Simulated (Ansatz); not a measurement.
Input:

NaCl:
```cif
data_Cl4Na4
_chemical_formula_sum 'Na4 Cl4'
_space_group_name_H-M_alt 'Fm-3m'
_space_group_IT_number 225
_space_group_name_Hall '-F 4 2 3'
_cell_length_a 5.46424
_cell_length_b 5.46424
_cell_length_c 5.46424
_cell_angle_alpha 90.000
_cell_angle_beta 90.000
_cell_angle_gamma 90.000
loop_
_atom_site_label
_atom_site_type_symbol
_atom_site_symmetry_multiplicity
_atom_site_Wyckoff_symbol
_atom_site_fract_x
_atom_site_fract_y
_atom_site_fract_z
_atom_site_occupancy
Na1 Na 4 a 0.00000 0.00000 0.00000 1
Cl1 Cl 4 b 0.50000 0.50000 0.50000 1
```
(The calculation used a cell of 2 atoms; values per cell refer to that cell.)

This is the LDA-relaxed structure.

**Question.** All from DFT-LDA in the program Ansatz with PAW potentials, unless another level is named. Give the hole effective mass, band 2 of 3 at the edge.

**Answer.** 2.4 along [100], 2.4 along [110], 4.3 along [111] (mₑ).

**Question.** And the electron effective mass?

**Answer.** 0.37 mₑ (isotropic).

**Question.** Give the valence-band maximum.

**Answer.** at Γ.

**Question.** Predict the weight of the conduction-edge state by species (Voronoi cells).

**Answer.** Na 57 %, Cl 43 %.

**Question.** Next, the weight of the valence-edge state by species (Voronoi cells)?

**Answer.** Cl 94 %, Na 6 %.

The LDA relaxation kept the symmetry of its start; phonons on a q-mesh show no instability.

Potentials: the later of the program's two PAW sets.

Edges and masses are those of Kohn–Sham bands, whose gap is no quasiparticle gap.
